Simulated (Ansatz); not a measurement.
SnTe (rock salt)

```xyz
2
Lattice="0.0000 3.2046 3.2046 3.2046 0.0000 3.2046 3.2046 3.2046 0.0000" Properties=species:S:1:pos:R:3 pbc="T T T"
Te     0.0000     0.0000     0.0000
Sn     3.2046     3.2046     3.2046
```

E(V) scan at fixed shape, V₀ the volume above. Symmetry pins the atoms to their sites.

Level of theory: PBE (plane waves to 420 eV, PAW, scalar-relativistic; Ansatz, a quantum-chemistry and plane-wave program). k mesh 13×13×13 (Γ-centred), Fermi-Dirac smearing 0.05 eV. Energies are smeared free energies. SnTe was relaxed with its symmetry unable to fall. Spin-orbit coupling is left out, though Te is heavy. The PAW data are Ansatz's earlier set. The zero of ΔE is the relaxed starting cell.

Predict the ΔE (kJ/mol of atoms) at V/V₀ = 0.900, 0.940, 1.020, 1.040, 1.060, 1.100.


| V/V₀ | ΔE (kJ/mol of atoms) |
|---|---|
| 0.900 | 4.86 |
| 0.940 | 1.62 |
| 1.020 | 0.15 |
| 1.040 | 0.59 |
| 1.060 | 1.29 |
| 1.100 | 3.37 |

(Under strain, the slope of the energy per volume gives the stress and its curvature an elastic modulus.)
